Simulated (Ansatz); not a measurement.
Question: TiSi2 in space group Cmcm (No. 63; Ti on 4c, Si on 4c, Si on 4c) is relaxed with r²SCAN (plane waves, PAW; program Ansatz). What lattice parameters of the conventional cell result?

Answer: a = 3.527 Å, b = 13.522 Å, c = 3.566 Å.

Question: Give the free coordinates with the occupied sites.

Answer: In one choice of origin and axes:

```
atom  site  symmetry       x       y       z
----  ----  --------  ------  ------  ------
Ti      4c       m2m  0.0000  0.1032  0.7500
Si      4c       m2m  0.0000  0.5583  0.2500
Si      4c       m2m  0.0000  0.2498  0.2500
```

Question: Is it a metal or does it have a gap at this level?

Answer: No gap at this level.

The r²SCAN relaxation kept the symmetry of its start. No spin polarisation was allowed.

Potentials: the earlier of the program's two PAW sets.
